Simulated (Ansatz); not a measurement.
Cu (hcp (Mg type), P6_3/mmc) at seven volumes, r²SCAN in the plane-wave PAW code Ansatz, shape and atoms relaxed at each. One row is withheld.

```json
[
 {"V (Å³/atom)": "10.443", "P (GPa)": "19.20"},
 {"V (Å³/atom)": "10.788", "P (GPa)": "11.63"},
 {"V (Å³/atom)": "11.132", "P (GPa)": "5.30"},
 {"V (Å³/atom)": "11.476", "P (GPa)": "0.00"},
 {"V (Å³/atom)": "11.820", "P (GPa)": "?"},
 {"V (Å³/atom)": "12.165", "P (GPa)": "-8.12"},
 {"V (Å³/atom)": "12.509", "P (GPa)": "-11.19"}
]
```

### Question
Fit the shown pressures and predict the withheld one.

### Answer
P = (3/2)B₀(x^(7/2) − x^(5/2))[1 + (3/4)(B′ − 4)(x − 1)] with x = (V₀/V)^(2/3). Least squares on the six rows gives V₀ = 11.477 Å³/atom, B₀ = 161 GPa, B′ = 4.96. At V = 11.820, x = 0.9806 and P = -4.41 GPa. The run itself gave -4.43 GPa.

The first step of the workflow began from a Materials Project structure, measured or hypothetical; the Crystallography Open Database copy checked does not list it. It is not the phase usual at ambient conditions (space group No. 225). The r²SCAN relaxation kept the symmetry of its start; of distortions, only those at the zone centre were tested. No spin polarisation was allowed.

Potentials: the earlier of the program's two PAW sets.
